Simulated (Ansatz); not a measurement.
Given:

Hf₃N₂O₃:
Space group Cm (No. 8); a = 10.3526 Å, b = 3.9957 Å, c = 10.4102 Å, α = γ = 90.00°, β = 90.36°

```tsv
atom	site	symmetry	x	y	z
Hf	2a	m	0.1445	0.0000	0.5655
Hf	2a	m	0.1472	0.0000	0.9370
Hf	2a	m	0.1935	0.0000	0.2481
Hf	2a	m	0.3074	0.5000	0.7561
Hf	2a	m	0.3586	0.5000	0.0591
Hf	2a	m	0.3609	0.5000	0.4373
N	2a	m	0.2991	0.0000	0.4273
N	2a	m	0.3044	0.0000	0.0811
N	2a	m	0.2378	0.0000	0.7446
N	2a	m	0.2013	0.5000	0.9261
O	2a	m	0.0463	0.0000	0.1167
O	2a	m	0.0424	0.0000	0.3807
O	2a	m	0.4527	0.5000	0.6130
O	2a	m	0.4565	0.5000	0.8838
O	2a	m	0.1927	0.5000	0.5712
O	2a	m	0.2546	0.5000	0.2524
```
(The calculation used a cell of 16 atoms; values per cell refer to that cell.)

This is the LDA-relaxed structure.

Problem. All from DFT-LDA in the program Ansatz with PAW potentials, unless another level is named. Predict the smallest direct gap on the standard path.

Solution. 3.25 eV.

Problem. And the electron effective mass?

Solution. 0.33, 1.7, 21 mₑ (principal values).

Problem. Give the weight of the conduction-edge state by species (Voronoi cells).

Solution. Hf 69 %, N 19 %, O 12 %.

Problem. Predict the weight of the valence-edge state by species (Voronoi cells).

Solution. N 77 %, Hf 13 %, O 11 %.

The workflow started from a Materials Project entry (that database holds measured and hypothetical structures alike); the Crystallography Open Database copy checked does not list it. With N and O taken as one species the cell has the higher symmetry Cmcm, so it may be an ordered model of a mixed-site phase. Whether it is the stable phase at ambient conditions was not checked. Symmetry was held in the LDA relaxation; whether a distortion lowers the energy is not shown. The run is not spin-polarised. Spin–orbit coupling is left out wherever it is not named.

Potentials: the later of the program's two PAW sets.
